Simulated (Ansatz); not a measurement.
# Elastic constants of TaN (P-6m2), step by step

```
Ta N
1.0
     2.92396    0.00000    0.00000
    -1.46198    2.53223    0.00000
     0.00000    0.00000    2.87078
Ta N
1 1
Cartesian
  0.0000 0.0000 1.4354
  1.4620 0.8441 0.0000
```

Unless marked otherwise, the numbers come from PBEsol, PAW on Ansatz 0.2.0's default frozen-core files (fitted under PBE), scalar-relativistic. k mesh 18×18×16, strains of ±0.008, Fermi-Dirac smearing of 0.050 eV, cutoff 420 eV. The cell was relaxed by PAW under this functional.

The cell is hexagonal and carries a residual pressure of 0.00 GPa at this level. Each strain component that symmetry leaves independent is applied at ±0.008 and ±0.016, the ions relax wherever a strain frees them, and the stress (tension positive, GPa) is read. Shears are engineering strains, γ = 2ε.

```csv
strain,size,σxx,σyy,σzz,σyz,σxz,σxy
xx,-0.016,-11.4002,-3.5849,-2.6809,0.0000,0.0000,0.0000
xx,-0.008,-5.5170,-1.7853,-1.3060,0.0000,0.0000,0.0000
xx,+0.008,5.2025,1.7395,1.2422,0.0000,0.0000,0.0000
xx,+0.016,10.1753,3.3577,2.4190,0.0000,0.0000,0.0000
zz,-0.016,-2.7118,-2.7118,-14.4301,0.0000,0.0000,0.0000
zz,-0.008,-1.3137,-1.3137,-7.0343,0.0000,0.0000,0.0000
zz,+0.008,1.2346,1.2346,6.6921,0.0000,0.0000,0.0000
zz,+0.016,2.3898,2.3898,13.0580,0.0000,0.0000,0.0000
yz,-0.016,-0.0496,-0.1405,-0.1290,-4.0854,0.0000,0.0000
yz,-0.008,-0.0118,-0.0345,-0.0318,-2.0437,0.0000,0.0000
yz,+0.008,-0.0118,-0.0345,-0.0318,2.0437,0.0000,0.0000
yz,+0.016,-0.0495,-0.1405,-0.1290,4.0854,0.0000,0.0000
```

The slope is [8(σ(+δ) − σ(−δ)) − (σ(+2δ) − σ(−2δ))]/(12δ), and the program imposes the crystal's symmetry on the matrix.

**Question.** What are the independent elastic constants?

**Answer.** C11 = 668.5, C12 = 221.4, C13 = 159.2, C33 = 857.5, C44 = 255.5 GPa.

**Question.** Is the crystal stable against homogeneous strain?

**Answer.** The least eigenvalue of the 6×6 matrix is 223.6 GPa, so yes.

**Question.** What moduli does a random aggregate of grains have?

**Answer.** Voigt and Reuss bounds: B from 362.0 to 363.8 and G from 252.1 to 257.2 GPa; their means are B = 362.9 and G = 254.6 GPa. Then E = 9BG/(3B + G) = 619.1 GPa, ν = (3B − 2G)/(6B + 2G) = 0.216 and B/G = 1.43, on the brittle side of Pugh's 1.75 (a rule of thumb).

**Question.** With the density of 15.230 g/cm³, how fast does sound travel, and what Debye temperature follows?

**Answer.** 

| direction | slow (m/s) | middle (m/s) | fast (m/s) |
| --- | --- | --- | --- |
| x | 3831 | 4096 | 6625 |
| y | 3831 | 4096 | 6625 |
| z | 4096 | 4096 | 7504 |

The mean of v⁻³ over directions and branches gives v_m = 4510 m/s and θ_D = (ħ/k_B) v_m (6π²n)^(1/3) = 611 K, n being atoms per volume. Young's modulus spans 581 to 801 GPa over directions, and the universal anisotropy index is 0.11.

Limits of these numbers: frozen-core PAW files fitted under PBE, their cores solved anew for the functional of the run; responses of metals move with mesh and smearing; no spin-orbit coupling on heavy atoms; elastic stability says nothing of phonons or of other phases.
